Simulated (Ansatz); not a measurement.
Task: Name crystals whose computed values (the program Ansatz at the r²SCAN level (PAW)) fall in these windows: G_Hill (GPa) 85 to 100; B₀ by P(V) fit (GPa) 150 to 210.

Result: 

```
crystal                            G_Hill (GPa)  B₀ by P(V) fit (GPa)
---------------------------------  ------------  --------------------
HfB, rock salt                             92.0                   174
GaN, P4_2/mnm (Ga on 4g, N on 4f)          94.0                   182
TiC, P6_3/mmc (Ti on 2c, C on 2d)          86.9                   203
TiCo, CsCl type                            88.4                   161
AlNi3, Cu3Au type                          99.4                   202
```
Others may fit too.

Spin orders computed, not proven ground states: TiCo, CsCl type ferrimagnetic; AlNi3, Cu3Au type ferromagnetic. Typed or built starts, not in the databases checked: GaN, P4_2/mnm (Ga on 4g, N on 4f); TiC, P6_3/mmc (Ti on 2c, C on 2d). Not the usual ambient phase: GaN, P4_2/mnm (Ga on 4g, N on 4f); TiC, P6_3/mmc (Ti on 2c, C on 2d). Standing as an ambient phase not checked: HfB, rock salt. All cells were relaxed under the symmetry of their starts (and spin orders); stability against distortions was not tested throughout. Rows with no word on spin ran without spin polarisation. Scalar-relativistic: spin–orbit coupling is off unless named, which matters more the heavier the elements.

Potentials: the later of the program's two PAW sets.
